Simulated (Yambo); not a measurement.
```
CELL_PARAMETERS angstrom
      0.00000     2.69386     2.69386
      2.69386     0.00000     2.69386
      2.69386     2.69386     0.00000
ATOMIC_POSITIONS crystal
  Al 0.00000 0.00000 0.00000
  P  0.25000 0.25000 0.25000
```

Response from Yambo on PBEsol (pw.x of Quantum ESPRESSO, ONCV potentials, scalar-relativistic) bands: 16×16×16 mesh, 26 bands, 4 Ry local-field block, 0.2 eV broadening.

Question: Give the static electronic dielectric constant without and with local fields.

Answer: 
```json
[
 {"field along": "x", "ε(0), independent particles": "8.98", "ε(0), RPA with local fields": "7.81", "refractive index √ε": "2.79"}
]
```
Electronic (clamped-ion) response only. PBEsol gaps are usually too small, which raises these values. Convergence of the RPA response with its 16×16×16 mesh was not tested.

Geometry strained from the cell relaxed with PBEsol, atoms relaxed again.
